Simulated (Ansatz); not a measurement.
One crystal and one scan (energy against volume) at two levels, r2SCAN (plane waves to 500 eV, PAW, scalar-relativistic; Ansatz, an electronic-structure program) and PBE (plane waves to 420 eV, PAW, scalar-relativistic; Ansatz), each from its own relaxed cell and on its own mesh. The cell shown is that of r2SCAN.

LiNbO$_{3}$ (LiNbO3 type, space group R3c)

```
CELL_PARAMETERS angstrom
      2.56874     1.48306     4.62825
     -2.56874     1.48306     4.62825
      0.00000    -2.96613     4.62825
ATOMIC_POSITIONS crystal
  Li 0.70218 0.70218 0.70218
  Li 0.20218 0.20218 0.20218
  Nb 0.98418 0.98418 0.98418
  Nb 0.48418 0.48418 0.48418
  O  0.62231 0.87636 0.26469
  O  0.87636 0.26469 0.62231
  O  0.26469 0.62231 0.87636
  O  0.76469 0.37636 0.12231
  O  0.37636 0.12231 0.76469
  O  0.12231 0.76469 0.37636
```

E(V) scan at fixed shape, V₀ the volume above. The atoms relax within the cell's symmetry.

The energy includes the smearing's −TS. LiNbO3 is run without spin polarisation. LiNbO3 was relaxed with its symmetry unable to fall. With the shape held, the modulus is that of even scaling; a crystal free to change shape is softer. Percentages come from the unrounded values. Both scans cover V/V₀ from 0.940 to 1.060.

Results of r2SCAN:

| Item | Value |
|---|---|
| Lattice constant a (Å) | 5.137 |
| Lattice constant c (Å) | 13.88 |
| Relaxed volume (Å³/atom) | 10.58 |
| Band gap of the relaxed cell, no spin-orbit coupling (eV) | 4.00 |
| Pressure at the smallest volume (GPa) | 8.44 |
| Energy cost of the largest compression (meV/atom) | 15.8 |
| Energy cost of the largest expansion (meV/atom) | 12.1 |
| Bulk modulus at fixed cell shape B₀ (third-order Birch-Murnaghan fit) (GPa) | 116.1 |
| Pressure derivative B₀′ (fit) | 5.4 |
| Pressure for 5 % compression (fit) (GPa) | 6.8 |

Q: What does PBE give for the same quantities?

A: 
| quantity | PBE | r2SCAN − PBE |
|---|---|---|
| Lattice constant a (Å) | 5.190 | -0.053 (-1.0 %) |
| Lattice constant c (Å) | 14.02 | -0.14 (-0.9 %) |
| Relaxed volume (Å³/atom) | 10.90 | -0.32 (-2.9 %) |
| Band gap of the relaxed cell, no spin-orbit coupling (eV) | 3.54 | +0.46 (+13 %) |
| Pressure at the smallest volume (GPa) | 7.55 | +0.89 (+12 %) |
| Energy cost of the largest compression (meV/atom) | 14.5 | +1.3 (+9 %) |
| Energy cost of the largest expansion (meV/atom) | 10.9 | +1.2 (+12 %) |
| Bulk modulus at fixed cell shape B₀ (third-order Birch-Murnaghan fit) (GPa) | 102.1 | +14.0 (+14 %) |
| Pressure derivative B₀′ (fit) | 6.0 | -0.6 (-11 %) |
| Pressure for 5 % compression (fit) (GPa) | 6.1 | +0.7 (+12 %) |

r2SCAN gives the higher value for: band gap of the relaxed cell, no spin-orbit coupling; pressure at the smallest volume; energy cost of the largest compression; energy cost of the largest expansion; bulk modulus at fixed cell shape B₀; pressure for 5 % compression. r2SCAN gives the lower value for: lattice constant a; lattice constant c; relaxed volume; pressure derivative B₀′. Neither level is exact: the differences show how much the result hangs on the functional.

(Under strain, the slope of the energy per volume gives the stress and its curvature an elastic modulus.)
